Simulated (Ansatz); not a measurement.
## YAl$_{2}$In$_{2}$ and YAl$_{2}$Sb$_{2}$: one element swapped

```
CELL_PARAMETERS angstrom
4.47600 0.00000 0.00000
-2.23800 3.87633 0.00000
0.00000 0.00000 7.13072
ATOMIC_POSITIONS crystal
Y 0.00000 0.00000 0.00000
In 0.33330 0.66670 0.25730
In 0.66670 0.33330 0.74270
Al 0.33330 0.66670 0.64200
Al 0.66670 0.33330 0.35800
```

Method: r2SCAN in Ansatz 0.2.0, PAW datasets, plane waves to 500 eV, 9×9×5 Γ-centred mesh, fermi-dirac occupations of width 0.100 eV. Spin: none. Single points at fixed atoms.

Now every In is replaced by Sb on the same fractional sites, and the cell goes from 24.74 to 26.16 Å³ an atom (a = 4.560 Å, b = 4.560 Å, c = 7.264 Å, α = 90.00°, β = 90.00°, γ = 120.00°; 9×9×5 Γ-centred mesh, fermi-dirac occupations of width 0.100 eV).

Task: What changes?

Result: The runs give:

```json
{"quantity": "pressure (GPa)", "YAl$_{2}$In$_{2}$": "0.9", "YAl$_{2}$Sb$_{2}$": "0.3"}
```

Mean Bader charges in e: In -1.79 becomes Sb -1.98; Y +1.61 → +1.55, Al +0.99 → +1.20. Sb is more electronegative than In (Pauling 2.05 against 1.78) and has 2 outer electrons more; its site ends 0.19 e more negative, and the Al atoms together take up most of the change. Neither shows a clear gap on its mesh.

Origins: YAl2In2, a known structure type with other elements put in, at an estimated volume; YAl2Sb2, a known structure type with other elements put in, at an estimated volume. An invented cell need not be a known compound.

Caveats: atoms and cells are not relaxed; pressure is positive in compression; a dash marks a value that doesn't apply or isn't given.
